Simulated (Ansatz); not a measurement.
Data:

MoS2:
```
MoS2
1.0
    3.17410     0.00000     0.00000
   -1.58705     2.74885     0.00000
    0.00000     0.00000    12.48679
Mo S
2 4
Cartesian
  0.00000   1.83257   3.12170
  1.58705   0.91628   9.36509
  0.00000   1.83257   7.81183
  1.58705   0.91628   1.56844
  1.58705   0.91628   4.67495
  0.00000   1.83257  10.91835
```

This is the r²SCAN+D4-relaxed structure.

**Question.** All from r²SCAN+D4 (plane waves, PAW; program Ansatz), unless another level is named. Give the zero-point energy.

**Answer.** 55.1 meV/atom.

**Question.** And the vibrational entropy at 300 K?

**Answer.** 20.8 J/(K·mol of atoms).

**Question.** Next, the Debye temperature from the elastic constants?

**Answer.** 349 K.

Space group P6_3/mmc. The r²SCAN+D4 relaxation kept the symmetry of its start; phonons on a q-mesh show no instability. No spin polarisation was allowed.

Potentials: the later of the program's two PAW sets.
